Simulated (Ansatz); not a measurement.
**From the elastic tensor of CrSi6Mo2 to moduli and sound speeds**

These are results of DFT PBE, scalar-relativistic, plane waves, PAW in Ansatz, not measurements. Cutoff 420 eV, 12×12×12 k-points (Γ-centred), Fermi-Dirac smearing of 0.15 eV. No spin polarisation.

Space group Immm (No. 71), orthorhombic, a = 3.182 Å, b = 7.770 Å, c = 9.520 Å. Around Cr lie 10 Si at 2.55–2.57 Å, 2 Mo at 3.17 Å and 2 Cr at 3.18 Å; Si on a site of symmetry m has 5 Si at 2.52–2.68 Å, 2 Cr at 2.55 Å, 3 Mo at 2.60–2.63 Å and 4 Si at 3.09–3.22 Å; Si on a site of symmetry m2m has 1 Cr at 2.57 Å, 5 Si at 2.57–2.64 Å, 4 Mo at 2.60 Å and 4 Si at 3.18–3.22 Å; around Mo lie 10 Si at 2.60–2.63 Å, 3 Mo at 3.17–3.18 Å and 1 Cr at 3.17 Å.

It was reached by relaxing an invented guess, and it needn't be the stable form of this composition. In a metal, frequencies and elastic constants depend on the k mesh and the smearing, soft modes and shear constants most.

Relaxed-ion constants (GPa, on the Cartesian axes of the calculation):
```
370.6  86.7 120.2   0.0   0.0   0.0
 86.7 468.7  90.0   0.0   0.0   0.0
120.2  90.0 364.9   0.0   0.0   0.0
  0.0   0.0   0.0 195.9   0.0   0.0
  0.0   0.0   0.0   0.0 181.7   0.0
  0.0   0.0   0.0   0.0   0.0 195.3
```

Density 5.819 g/cm³; 9 atoms in 117.68 Å³.

With S = C⁻¹: B_V = (C11+C22+C33+2(C12+C13+C23))/9, G_V = (C11+C22+C33−C12−C13−C23+3(C44+C55+C66))/15, 1/B_R = S11+S22+S33+2(S12+S13+S23), 15/G_R = 4(S11+S22+S33−S12−S13−S23)+3(S44+S55+S66); Hill is their mean. Then v_l = √((B+4G/3)/ρ), v_t = √(G/ρ), v_m = [(2/v_t³+1/v_l³)/3]^(−1/3) and Θ = (ħ/k_B)·v_m·(6π²n/V)^(1/3) for n atoms in the volume V; E = 9BG/(3B+G), ν = (3B−2G)/(2(3B+G)) and A^U = 5G_V/G_R + B_V/B_R − 6.

```json
{
  "Bulk modulus, Voigt / Reuss / Hill": "199.8 / 198.8 / 199.3 GPa",
  "Shear modulus, Voigt / Reuss / Hill": "175.1 / 169.9 / 172.5 GPa",
  "Young's modulus": "402 GPa",
  "Poisson ratio": "0.164",
  "Pugh ratio B/G": "1.16 (under 1.75, the rule of thumb for brittle)",
  "Universal anisotropy index": "0.16",
  "Longitudinal and transverse sound speeds": "8589 and 5444 m/s",
  "Debye temperature from the mean sound speed": "757 K"
}
```
